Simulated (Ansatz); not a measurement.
ZrBrN:
```
CELL_PARAMETERS angstrom
      3.61353     0.00000     0.00000
      0.00000     4.10442     0.00000
      0.00000     0.00000     8.83327
ATOMIC_POSITIONS crystal
  Zr 0.00000 0.50000 0.10006
  Zr 0.50000 0.00000 0.89994
  Br 0.00000 0.00000 0.66352
  Br 0.50000 0.50000 0.33648
  N  0.00000 0.00000 0.03117
  N  0.50000 0.50000 0.96883
```

DFT-r²SCAN+D4 in the program Ansatz with PAW potentials gives a gap of 2.22 eV without spin–orbit coupling, maximum at Γ, minimum on the Γ–Z line, 2 % of the way from Γ.

Q: What happens when spin–orbit coupling is switched on?

A: The gap is nearly the same, to 2.22 eV; maximum at Γ, minimum at Γ.

Space group Pmmn. The first step of the workflow began from a Materials Project structure, measured or hypothetical; the Crystallography Open Database files this formula in space group No. 59, but the cells were not matched. Its standing as an ambient phase is unchecked. The cell was relaxed with r²SCAN+D4 under the symmetry of its start; its stability against distortions is not shown here. The run is not spin-polarised.

Potentials: the later of the program's two PAW sets.
